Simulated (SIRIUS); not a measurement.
Consider a self-consistent single point of Ge2Mo (P-1, 3 atoms in the cell; from Materials Project mp-10201, changed as shown).

```
CELL_PARAMETERS angstrom
     -1.64997     1.64997     4.06822
      1.66647    -1.66647     4.10890
      1.64997     1.64997    -4.06822
ATOMIC_POSITIONS crystal
  Ge 0.66167 0.66167 0.00000
  Ge 0.33833 0.33833 0.00000
  Mo 0.00000 0.00000 0.00000
```

Level of theory: LDA (PW92), GBRV LDA ultrasoft pseudopotentials (plane waves; SIRIUS).

SIRIUS settings:

| setting | value |
|---|---|
| parameters.ngridk | 10 10 10 |
| parameters.xc_functionals | [XC_LDA_X, XC_LDA_C_PW] |
| parameters.gk_cutoff | 6.325 1/bohr |
| parameters.pw_cutoff | 14.143 1/bohr |
| parameters.smearing | fermi_dirac |
| parameters.smearing_width | 0.00367493 Ha |
| potentials | GBRV LDA ultrasoft pseudopotentials |
| parameters.electronic_structure_method | pseudopotential |
| parameters.num_bands | 25 |
| parameters.num_mag_dims | 0 |
| parameters.num_dft_iter | 100 |
| parameters.energy_tol | 1e-07 Ha |
| parameters.density_tol | 1e-06 |
| mixer.type | broyden2 |
| mixer.beta | 0.7 |
| mixer.use_hartree | true |

Results:

```
Quantity                                                  Value
------------------------------------------------  -------------
Number of valence electrons                                  42
Number of bands                                              25
Number of k-points after the program's reduction            504
Number of plane waves (most at a k-point)                  1307
Number of SCF iterations                                     11
FFT grid                                           45 × 45 × 45
Free energy E − TS                                -7697.4826 eV
Fermi level (on the code's own zero)                   16.85 eV
Pressure                                              -4.52 GPa
Largest force (vector length)                        0.011 eV/Å
```

Forces (eV/Å):
```
atom      Fx      Fy      Fz
----  ------  ------  ------
Ge1   -0.007  -0.001   0.008
Ge2    0.007   0.001  -0.008
Mo3    0.000   0.000   0.000
```

Stress (GPa, positive for compression):
```
-5.51   0.81  -2.10
 0.81  -4.48   0.27
-2.10   0.27  -3.56
```

For comparison: a first run was changed to give this one (lattice vector b scaled by 1.01), and from it to this one the free energy rises by 4.8 meV/atom, the pressure goes from -2.82 to -4.52 GPa and the largest force goes from 0.044 to 0.011 eV/Å.

The structure comes from a collection of computed structures, made at another level of theory; the collection holds predicted forms beside known ones. Its lattice was then scaled. No clean gap shows at this smearing width and mesh (spacing up to 0.27 Å⁻¹); the mesh is coarse for partly filled bands, so the values carry mesh errors.

Cost on one core: about 3 core-minutes (a rough figure).
